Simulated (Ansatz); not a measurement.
**Property card for AlPt**

AlPt:
```cif
data_Al4Pt4
_chemical_formula_sum 'Pt4 Al4'
_space_group_name_H-M_alt 'Fm-3m'
_space_group_IT_number 225
_space_group_name_Hall '-F 4 2 3'
_cell_length_a 5.09578
_cell_length_b 5.09578
_cell_length_c 5.09578
_cell_angle_alpha 90.000
_cell_angle_beta 90.000
_cell_angle_gamma 90.000
loop_
_atom_site_label
_atom_site_type_symbol
_atom_site_symmetry_multiplicity
_atom_site_Wyckoff_symbol
_atom_site_fract_x
_atom_site_fract_y
_atom_site_fract_z
_atom_site_occupancy
Pt1 Pt 4 a 0.00000 0.00000 0.00000 1
Al1 Al 4 b 0.50000 0.50000 0.50000 1
```
(The calculation used a cell of 2 atoms; values per cell refer to that cell.)

Space group Fm-3m (No. 225), rock salt; conventional cell a = b = c = 5.0958 Å, α = β = γ = 90.00°.

Method: DFT-r²SCAN in the program Ansatz with PAW potentials. Structure relaxed to zero pressure with the same functional. Other levels are named where they apply.

Cell and energy:

```json
{
 "volume_per_atom": "16.54 Å³",
 "density": "11.15 g/cm³",
 "Formation energy from the elements (no fitted shifts)": "-0.62 eV/atom"
}
```

Electronic structure:

```json
{
 "electronic_character": "metallic (no gap)",
 "Density of states at the Fermi level": "0.37 states/eV per atom (mean over ±0.08 eV)",
 "Gap with spin–orbit coupling": "none (metallic)"
}
```

Mechanics:

```json
{
  "Bulk modulus (Birch–Murnaghan fit)": "1460 kbar",
  "Pressure derivative B′": "4.6",
  "Elastic constants (relaxed ions, GPa)": "C11 = 278, C12 = 81.2, C44 = 4.5",
  "mechanical_stability": "stable (all eigenvalues of C positive)"
}
```

Charges:

```json
{
  "bader_charges": "Pt -2.01, Al +2.01 e"
}
```

The start of the workflow was typed in or built on a structure type; neither database checked (COD, Materials Project) lists it. Whether it is the stable phase at ambient conditions was not checked. The cell was relaxed with r²SCAN under the symmetry of its start; its stability against distortions is not shown here. No spin polarisation was allowed. As this level gives no gap, shear constants depend on the k-mesh and smearing (Fermi–Dirac, 0.1 eV here). The references are the lowest solids computed at this level, not always the standard phases. Spin–orbit coupling is left out wherever it is not named.

Potentials: the later of the program's two PAW sets.
